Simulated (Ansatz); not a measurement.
B in its lowest state found on the top face of a (100) slab of Ca (Fm-3m (No. 225)), 3 planes, outer planes Ca (top) and Ca (bottom); 1 a cell of 14.88 Å², its atoms last:

```yaml
crystal:
  lattice:
    - [3.85702, 0.00000, 0.00000]
    - [0.00000, 3.85702, 0.00000]
    - [0.00000, 0.00000, 24.45465]
  atoms:
    - { symbol: Ca, position: [0.50000, 0.50000, 0.34758] }
    - { symbol: Ca, position: [0.00000, 0.00000, 0.46236] }
    - { symbol: Ca, position: [0.50000, 0.50000, 0.58165] }
    - { symbol: B, position: [0.00000, 0.00000, 0.56554] }
```

Level of theory: DFT PBEsol, scalar-relativistic, plane waves, PAW in Ansatz. Cutoff 420 eV; k points 8×8×1 on the computed 4-atom cell (Γ-centred); Gaussian smearing, width 0.10 eV; no spin polarisation. A dipole correction removes the field between periodic images along c.

The clean top face has a work function of 2.79 eV. Adsorption changes the slab's dipole along +c by Δp = -0.0363 e·Å a cell (-0.17 D an adsorbate).

Question: What change of work function does the Helmholtz equation give?

Answer: A sheet of dipoles makes a step in an electron's potential energy of −e·Δp/(ε0·A), and e/ε0 = 180.95 eV·Å for Δp in e·Å: −180.95 × (-0.0363)/14.88 = +0.44 eV. This is the change of φ(top) − φ(bottom). If the bottom face is unmoved, φ(top) becomes 3.23 eV.

Question: How does that compare with the calculation?

Answer: φ(top) changes by +0.49 eV and φ(bottom) by +0.05 eV, so their difference changes by +0.44 eV. The slab is thin enough for the adsorbate to shift the Fermi level against the bottom face too.

Question: What does the sign say about the electrons?

Answer: The change of dipole points into the surface (negative end outward), so the work function rises. Δp also holds the adsorbate's own dipole and the moves of the surface atoms, so it isn't a charge transfer alone.